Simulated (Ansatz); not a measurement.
TiC (rock salt)

```xyz
2
Lattice="0.0000 2.1665 2.1665 2.1665 0.0000 2.1665 2.1665 2.1665 0.0000" Properties=species:S:1:pos:R:3 pbc="T T T"
C      0.0000     0.0000     0.0000
Ti     2.1665     2.1665     2.1665
```

The slice is a {110} plane (indices of the conventional cell) through the point (0.000, 0.000, 0.000) (fractional), spanned by u = [100] and v = [1 -1 -1] in vectors of this cell: u (3.06 Å) and v (4.33 Å, at 90° to u). It covers one period; positions are fractions (u, v).

Method: PBE (plane waves to 420 eV, PAW, scalar-relativistic; Ansatz, a first-principles code). k mesh 18×18×18. Inside the PAW spheres the values are not all-electron values, and peaks at nuclei hang on which shells count as valence. TiC is run without spin polarisation. TiC was relaxed with its symmetry unable to fall.

Three fields on this plane, each scaled to ten steps between its own extremes (0 low, 9 high; the total valence density on a logarithmic scale, the potential cut 8 eV below its top; x marks points blanked near nuclei; v = 0 in the bottom row):

Map A
```
|xxxxx85322358xxxx|
|xxxxx74322347xxxx|
|xxxx8642112468xxx|
|xxx864210012468xx|
|98764310000134678|
|87653210000123567|
|99753100000013579|
|xxx842100001248xx|
|xxxx7311111137xxx|
|xxxxx53211235xxxx|
|xxxxx74222247xxxx|
|xxxxx84222248xxxx|
|xxxxx74222247xxxx|
|xxxxx53211235xxxx|
|xxxx7311111137xxx|
|xxx842100001248xx|
|99753100000013579|
|87653210000123567|
|98764310000134678|
|xxx864210012468xx|
|xxxx8642112468xxx|
|xxxxx74322347xxxx|
|xxxxx85322358xxxx|
|xxxxx85322358xxxx|
```

Map B
```
|xxxxx57888875xxxx|
|xxxxx68888886xxxx|
|xxxx5899889985xxx|
|xxx578999999875xx|
|22467899999987642|
|01246799999976421|
|00003689999863000|
|xxx003689986300xx|
|xxxx0047887400xxx|
|xxxxx03688630xxxx|
|xxxxx01577510xxxx|
|xxxxx01577510xxxx|
|xxxxx01577510xxxx|
|xxxxx03688630xxxx|
|xxxx0047887400xxx|
|xxx003689986300xx|
|00003689999863000|
|01246799999976421|
|22467899999987642|
|xxx578999999875xx|
|xxxx5899889985xxx|
|xxxxx68888886xxxx|
|xxxxx57888875xxxx|
|xxxxx57777775xxxx|
```

Map C
```
|xxxxx97422479xxxx|
|xxxxx97422479xxxx|
|xxxx9863223689xxx|
|xxx987421124789xx|
|87776432112346777|
|32222211111122222|
|22100001111000012|
|xxx100011110001xx|
|xxxx1001111001xxx|
|xxxxx00122100xxxx|
|xxxxx10122101xxxx|
|xxxxx10122101xxxx|
|xxxxx10122101xxxx|
|xxxxx00122100xxxx|
|xxxx1001111001xxx|
|xxx100011110001xx|
|22100001111000012|
|32222211111122222|
|87776432112346777|
|xxx987421124789xx|
|xxxx9863223689xxx|
|xxxxx97422479xxxx|
|xxxxx97422479xxxx|
|xxxxx97422479xxxx|
```

**Question.** Assign the maps to these fields: electron localisation function (ELF); valence electron density; electrostatic potential energy of an electron, from the cell's mean.

**Answer.** A is the valence electron density; B is the electrostatic potential energy of an electron, from the cell's mean; C is the electron localisation function (ELF).
